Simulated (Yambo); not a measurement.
A G0W0@LDA run in Yambo for CsO2H3 (space group Amm2, No. 38) (4×4×4 Γ-centred k mesh, 137 bands and a 8 Ry block in the screening, 137 bands in G with the Bruneval-Gonze terminator, plasmon pole fitted at 27.2 eV) gives these matrix elements, in eV, at the band edges (Γ → Γ):

```csv
state,E0,<Vxc>,<Σx>,<Σc(E0)>,Z
valence edge,0.000,-18.912,-24.958,4.112,0.794
conduction edge,4.097,-8.917,-4.458,-3.205,0.872
```

Solve the linearised quasiparticle equation for both states, give the gap, and say how exchange and correlation each act on it.

E = E0 + Z(Σx + Σc − Vxc). Valence: 0.000 + 0.794 × (-24.958 + (4.112) − (-18.912)) = -1.53 eV. Conduction: 4.097 + 0.872 × (-4.458 + (-3.205) − (-8.917)) = 5.19 eV. The gap is 6.72 eV, against 4.10 eV in LDA. Replacing Vxc by bare exchange alone would open it by 10.51 eV; correlation takes back 7.32 eV of that, and Z scales what is left. Convergence of the G0W0 settings was not tested. 

Geometry of the Materials Project entry, not relaxed at this level; primitive cell a = 4.2502 Å, b = c = 4.5918 Å, α = 57.61°, β = γ = 90.00°.

The structure is a Materials Project entry; no match was found in the copy of COD used, and its stability was not checked.
